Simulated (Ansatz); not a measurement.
Method: DFT PBE, scalar-relativistic, plane waves, PAW in Ansatz. Settings: cutoff 420 eV, Γ-centred meshes spaced at most about 0.3 Å⁻¹, and about 0.25 Å⁻¹ or finer for metals (2π included), Gaussian smearing. No spin polarisation in the final relaxations.

Temperature and zero-point effects are left out. All come from trial cells, and lower structures may exist.

Question: These unrelaxed guesses for BiH4 are each relaxed within their symmetry. Order them by the energy at which they end, lowest first.
1.

Space group F-43m (No. 216). a = 6.106 Å, b = 6.106 Å, c = 6.106 Å, α = 90.00°, β = 90.00°, γ = 90.00°
```
atom  site  symmetry       x       y       z
  Bi    4d      -43m  0.2500  0.2500  0.7500
   H   16e       .3m  0.0799  0.4201  0.0799
```

2.

Space group Im-3m (No. 229). a = 4.908 Å, b = 4.908 Å, c = 4.908 Å, α = 90.00°, β = 90.00°, γ = 90.00°
| atom | site | symmetry | x | y | z |
| --- | --- | --- | --- | --- | --- |
| Bi | 2a | m-3m | 0.0000 | 0.0000 | 0.0000 |
| H | 8c | .-3m | 0.2500 | 0.2500 | 0.2500 |

Answer: 2 (ends in Im-3m, 0 meV/atom), 1 (ends in F-43m, 190 meV/atom). Even the lowest end lies +0.75 eV/atom against the elements.

These runs have no spin–orbit coupling, which can matter for Bi. With hydrogen, zero-point motion can shift such differences by 10 meV/atom or more. A magnetic state wasn't ruled out in cells without spin, among them Im-3m, F-43m. Cells relaxed within their symmetry can be saddle points. Some types were kept out of the candidates beforehand, so the set may lack a known form.
